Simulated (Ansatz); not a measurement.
**Which start gave this state of MnS?**

We look at MnS: an experimental structure (space group Fm-3m, primitive cell doubled), with 4 atoms per cell. Source: COD entry 9008675; it may be a high-temperature, high-pressure or metastable form.

```yaml
crystal:
  lattice:
    - [0.00000, 2.61180, 2.61180]
    - [2.61180, 0.00000, 2.61180]
    - [5.22360, 5.22360, 0.00000]
  atoms:
    - { symbol: Mn, position: [0.00000, 0.00000, 0.00000] }
    - { symbol: Mn, position: [0.00000, 0.00000, 0.50000] }
    - { symbol: S, position: [0.50000, 0.50000, 0.25000] }
    - { symbol: S, position: [0.50000, 0.50000, 0.75000] }
```

Site labels below count the atoms in this order, from 1.

These are results of DFT, PBE, PAW, plane waves, scalar-relativistic in Ansatz development build ahead of 0.2.0, not measurements.

| Item | Value |
| --- | --- |
| Plane-wave cutoff | 420 eV |
| k-point mesh | 6×6×3 (Γ-centred) |
| Occupations | Fermi–Dirac smearing, 0.05 eV |

The total moment includes the space between the atomic spheres.

Gaps of semilocal functionals run low against measured ones.

“Plain SCF” means no search for lower states. The default search runs further SCF cycles only where the state itself hints at a lower one. With a search on, the program may also reshape the start on open shells.

One run gave this history:

```
iteration  Harris–Foulkes energy + 9606 (eV)  largest residual (eV)  M (μB)  absolute moment (μB)
        1                             0.8254               7.21e+01    0.00                  0.00
        2                             5.3746               7.30e+00    0.00                  0.00
        3                            10.9150               4.03e+01    9.59                  9.59
        4                             2.2049               1.26e+00    9.42                  9.42
        5                             2.3584               4.21e-01    9.40                  9.40
        6                             2.3490               5.10e-02    9.37                  9.37
        7                             2.3397               3.51e-03    9.35                  9.35
        8                             2.3377               2.28e-04    9.35                  9.35
        9                             2.3376               2.15e-05    9.35                  9.35
       10                             2.3375               1.47e-06    9.35                  9.35
       11                             2.3375               1.24e-07    9.35                  9.35
       12                             2.3375               3.25e-08    9.35                  9.35
```

It ended ferromagnetic, site moments Mn1 4.20, Mn2 4.20 μB, total 9.35 μB per cell, no gap on the k-mesh.

Question: These set-ups ended in different states. Which one gave the run above?
A. a moment on one site alone, plain SCF [Mn1 4.50 μB]
B. opposed moments +-, default search for lower states [Mn1 4.50, Mn2 -4.50 μB]
C. spin on, no moments given (the program may seed its own), plain SCF

Answer: C. The others ended as follows, with energies against this run: “a moment on one site alone, plain SCF” magnetic with very unequal moments on like atoms, +451 meV/atom; “opposed moments +-, default search for lower states” antiferromagnetic, -60.7 meV/atom.
